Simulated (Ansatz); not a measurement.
WSe₂:
```
CELL_PARAMETERS angstrom
      5.53920     0.00000     0.00000
      0.00000     6.29001     0.00000
      0.00000     0.00000     3.26432
ATOMIC_POSITIONS crystal
  W  0.00000 0.00000 0.00000
  W  0.50000 0.50000 0.50000
  Se 0.19507 0.35718 0.00000
  Se 0.69507 0.14282 0.50000
  Se 0.30493 0.85718 0.50000
  Se 0.80493 0.64282 0.00000
```

Relaxed with HSE06. Special points in fractions of this cell's reciprocal vectors: Γ (0.000, 0.000, 0.000); X (0.500, 0.000, 0.000); S (0.500, 0.500, 0.000); Y (0.000, 0.500, 0.000); Z (0.000, 0.000, 0.500); U (0.500, 0.000, 0.500); R (0.500, 0.500, 0.500); T (0.000, 0.500, 0.500).

**Question.** List the band energies nearest the Fermi level at these points for the program Ansatz at the HSE06 level (PAW).

**Answer.** In eV from the Fermi level; about four levels below and three above (degenerate sets whole), none deeper than 8.9 eV; points with the same levels are listed once.

```
k                    below                above
-  -----------------------  -------------------
Γ  -1.91 -1.50 -0.57 -0.18  0.10 0.20 0.47 0.47
X  -1.58 -1.58 -1.38 -1.38  1.80 1.80 2.03 2.03
S  -2.13 -2.13 -0.40 -0.40  0.39 0.39 2.47 2.47
Y  -1.84 -1.84 -1.05 -1.05  1.61 1.61 1.84 1.84
Z  -2.54 -2.54 -0.32 -0.32  2.14 2.14 2.85 2.85
U  -1.30 -1.30 -0.24 -0.24  0.06 0.06 3.05 3.05
R  -2.22 -2.22 -0.62 -0.62  1.04 1.04 2.96 2.96
T  -3.07 -3.07 -1.76 -1.76  1.79 1.79 3.13 3.13
```

Space group Pnnm. A made-up cell: these elements were put on the sites of a structure type; neither database checked (COD, Materials Project) lists it. It is not the phase usual at ambient conditions (space group No. 194). The cell was relaxed with HSE06 under the symmetry of its start; its stability against distortions is not shown here. No spin polarisation was allowed. The hybrid run found no gap, on a coarse k-mesh. Scalar-relativistic: spin–orbit coupling is off unless named, which matters more the heavier the elements.

Potentials: the later of the program's two PAW sets.
